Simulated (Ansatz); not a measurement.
One run on TiW (Cmmm): field of 500 T on the spins

Level of theory: Ansatz, DFT, PBEsol, PAW with Ansatz's default frozen-core files, scalar-relativistic.

Command: `ansatz run input.yaml --threads 1 --pin off --max-ram 3072MiB --backend cpu --events-out ev --progress --plain --runs-dir out`

```yaml
crystal:
  lattice:
    - [1.59372522, -2.2546343387, 0.0]
    - [1.59372522, 2.2546343387, 0.0]
    - [0.0, 0.0, 4.4681168022]
  atoms:
    - { symbol: Ti, position: [0.0, 0.0, 0.0], spin: 0.05 }
    - { symbol: W, position: [0.5, 0.5, 0.5], spin: 0.05 }
magnetization:
  spin_polarized: true
  magnetic_field: 500
kpoints:
  mp_grid: { grid: [15, 15, 9] }
scf:
  occupations: { method: fermi_dirac, width: 0.08 }
  convergence: { dr2_threshold: 1.0e-10 }
  lower_state_search: "off"
hamiltonian:
  xc: pbesol
  pseudopotentials: { kind: paw }
output:
  forces: true
  stress: true
  eigenvalues: true
```

The program prints:

```
Engine: ansatz 0.2.0
Pseudopotentials: kind: paw
Pseudopotential: Ti, paw, valence charge 12, recommended cutoff 420 eV (normal), Ti.paw.azcp
Pseudopotential: W, paw, valence charge 14, recommended cutoff 420 eV (normal), W.paw.azcp
Functional definition: PBEsol
  exchange = pbesol_x
  correlation = pbesol_c
Crystal: 2 atoms, lattice volume = 32.110 Å³
Basis set: ecut = 420 eV, 633 PW (Γ), exchange–correlation on 40×40×60 points (8 copies of the dense FFT grid, shifted against one another)
Bands: 18, of which v1, the nominal top of the filled ones, is band 13 counted from 1 (12 counted from 0)
Symmetry: 8 space group operations
Space group: Cmmm (ITA 65), of the structure as read, at distance tolerance 3.2e-5 Å
Magnetic group: BNS 65.481 (UNI 579), of the structure as read, at distance tolerance 3.2e-5 Å
k-points: 320 of 2025
Non-local potential: Ti, projectors of the file, l = 0: 3, l = 1: 2, l = 2: 3, l = 3: 1
Non-local potential: W, projectors of the file, l = 0: 3, l = 1: 2, l = 2: 2, l = 3: 1
PAW form: soft (Blöchl's): semilocal exchange-correlation on the pseudo side does not see the compensation charge
PAW frozen core: Ti, regenerated for the run's functional, and the local potential with it (the file was generated under x = pbe(κ = 0.804, μ = 0.2195149727645171), c = pbe(β = 0.06672455060314922))
PAW frozen core: W, regenerated for the run's functional, and the local potential with it (the file was generated under x = pbe(κ = 0.804, μ = 0.2195149727645171), c = pbe(β = 0.06672455060314922))
PAW one-centre angular grid: Ti, 590 points (default); XC on 64 Gauss nodes
PAW one-centre angular grid: W, 590 points (default); XC on 64 Gauss nodes
Initial density: superposition of atomic densities (chi_scale 0.1, normalization cell, long waves kept (reshape's long-wave potential 0.00 eV rms))
Starting moments: Σ|m| = 0.1 μB on 2 of 2 sites
Magnetic field: 500 T along the axis of the moments, on the spin alone (28.9419 meV per μB along it)
Initial wavefunctions: pseudopotential atomic-orbital guess
Functional: x = pbesol(κ = 0.804, μ = 0.12345679012345678), c = pbesol(β = 0.046)
SCF iter   1: F=—  HF=-12734.394101 eV  |F-HF|=—  |Δ(HF+E_count)|=         —  Δρ=1.05e-1 (↑1.05e-1 ↓1.04e-1)  dr2=4.16e1  dr2_m=5.21e-4  M=0.105 μB ∫|m|=0.105 μB  β_m=0.30  ethr=3.10e-3  ⟨swp⟩=4.7  Hψ=46682  notcnv=0
preconditioner: auto → none  [metal: Δε(μ)=0.002 eV  Ē_g=4.578 eV  σ=0.080 eV  W_gap=0.01  n_scr=6 (ndim 8)  ℏωp=20.7 eV  f_vac=0.000  D(μ)=2.40/eV (n_scr^D=22)  sad-step TF]
SCF iter   2: F=—  HF=-12730.993241 eV  |F-HF|=—  |Δ(HF+E_count)|=    3.40e0  Δρ=3.11e-2 (↑3.11e-2 ↓2.95e-2)  dr2=1.66e0  dr2_m=3.93e-4  M=0.121 μB ∫|m|=0.121 μB  β_m=0.30  ethr=3.10e-3  ⟨swp⟩=2.7  Hψ=26049  notcnv=0  defer=32
SCF iter   3: F=—  HF=-12730.544674 eV  |F-HF|=—  |Δ(HF+E_count)|=   4.49e-1  Δρ=1.37e-2 (↑1.37e-2 ↓1.36e-2)  dr2=1.79e-1  dr2_m=2.72e-4  M=0.127 μB ∫|m|=0.127 μB  β_m=0.30  ethr=3.10e-3  ⟨swp⟩=3.2  Hψ=22477  notcnv=0  defer=32
[...]
SCF iter  22: F=—  HF=-12730.529215 eV  |F-HF|=—  |Δ(HF+E_count)|=   1.52e-8  Δρ=2.87e-6 (↑2.87e-6 ↓2.86e-6)  dr2=2.24e-10  dr2_m=2.23e-9  M=0.225 μB ∫|m|=0.225 μB  β_m=0.77  ethr=4.36e-12  ⟨swp⟩=2.0  Hψ=19949  notcnv=0  defer=56
iter 23 did not close the SCF: its close was put off for a magnetic moment that had not settled (scf_convergence_deferred on its scf_iter line)
SCF iter  23: F=-12730.529215 eV  HF=-12730.529215 eV  |F-HF|=1.27e-11  |Δ(HF+E_count)|=   9.41e-9  Δρ=4.34e-7 (↑4.21e-7 ↓4.34e-7)  dr2=4.84e-11  dr2_m=4.29e-11  M=0.224 μB ∫|m|=0.224 μB  β_m=0.79  ethr=1.00e-12  ⟨swp⟩=5.6  Hψ=40987  notcnv=0
SCF iter  24: F=-12730.529215 eV  HF=-12730.529215 eV  |F-HF|=1.09e-11  |Δ(HF+E_count)|=  8.73e-11  Δρ=1.93e-7 (↑1.93e-7 ↓1.83e-7)  dr2=1.69e-11  dr2_m=6.60e-12  M=0.224 μB ∫|m|=0.224 μB  ethr=1.00e-12  ⟨swp⟩=2.0  Hψ=37377  notcnv=0
the search or the solves at the SCF's close seem to have found levels that the self-consistency loop had missed (the run counts 1). By its estimate they hold under 1e-12 electrons; where the run keeps them, the occupations were computed again with them
SCF 1 converged in 24 iterations: F = -12730.529215 eV  dr2 = 1.69e-11
[...]
Free energy (F): -12730.529215 eV
Harris-Foulkes:  -12730.529215 eV  (|F-HF|=1.09e-11)
Internal energy: -12730.472213 eV  (E = F + TS)
E sigma→0 (E₀):  -12730.500714 eV
Entropy (-TS):   -0.057003 eV (-28.501 meV/atom)
Fermi energy:    17.786056 eV
--- Per-component energies (eV) ---
  E_band       = -236.433309
  E_kinetic    = 722.860155
  E_local      = -1391.707120  (includes V_loc(G=0)·N_el)
  E_nonlocal   = 13.069326
  E_hartree    = 538.657195
  E_xc         = -361.896947
  E_vxc        = -360.188048  (∫ρ·V_xc dr)
  E_paw        = -9458.689540  (= ΣΔE_a)
  E_vpaw       = -297.775728  (= ΣTr[D̂ρ^β])
  E_aug_tail   = 0.000052  (compensation charges beyond the density's cutoff)
  E_zeeman     = -0.006491  (= −μ_B·B·M)
  E_ewald      = -2793.120020
  E_core_change = 0.361176  (= ΣΔE_core)
  E_smearing   = -0.057003  (= −TS)
  E_closure    = 0.000000  (closes the sum)
  Σ components = -12730.529215   (vs F -12730.529215, Δ=0.00e0)
--- Forces (eV/Å), atoms counted from 1 ---
  atom   1  Ti     0.00000000     0.00000000     0.00000000
  atom   2  W      0.00000000     0.00000000     0.00000000
  max |Σ_I F_I| component: 0.00e0 eV/Å
--- Stress (GPa, compression-positive) ---
       -5.870740       0.000000       0.000000
        0.000000      -4.139193       0.000000
        0.000000       0.000000      -4.953398
  P = ⅓ Tr σ = -4.9878 GPa (-49.878 kbar)
--- Band table (eV; the first three rows and the last of 640) ---
  k-point 0 ↑: bands = ["-55.5001", "-38.3393", "-19.8320", "-19.3975", "-19.2059", "-14.6096", "-14.4444", "-14.3563", "10.0913", "13.6672", "15.7233", "18.0523", "18.1866", "18.3626", "19.2475", "20.6369", "20.7001", "20.7717"]
  k-point 1 ↑: bands = ["-55.5001", "-38.3395", "-19.8269", "-19.3970", "-19.2059", "-14.6188", "-14.4455", "-14.3562", "10.2050", "13.6909", "15.7561", "18.1660", "18.1688", "18.3059", "18.9199", "20.6225", "20.6984", "20.7009"]
  k-point 2 ↑: bands = ["-55.5000", "-38.3400", "-19.8140", "-19.3958", "-19.2059", "-14.6420", "-14.4483", "-14.3562", "10.5233", "13.7334", "15.8453", "17.9354", "18.1569", "18.3990", "18.5021", "20.3955", "20.6280", "20.7070"]
  k-point 319 ↓: bands = ["-55.3255", "-38.0147", "-20.1552", "-19.7444", "-19.5357", "-14.8752", "-14.5668", "-14.3795", "13.9128", "14.9993", "16.0472", "16.7262", "17.9113", "19.1133", "19.3088", "19.8642", "22.2812", "23.8806"]
```

Site moments (μB): Ti1 0.14, W2 0.02. Cell moment 0.22 μB.

The magnetic group in the log treats spin as a scalar label, without spin–orbit coupling.

The PAW files were made with PBE; the program remakes their cores once for the run's functional and then keeps them frozen. The Ansatz runs typed with the search for lower states off end where their start leads. Spin–orbit coupling is left out although heavy atoms are present. None of this fixes the real material's magnetic order: only patterns that fit the cell were computed, at zero temperature, with a functional that can overstate moments.

It took 59 s on 1 thread of Arm Neoverse V1, on a shared host, peak memory 0.54 GiB.
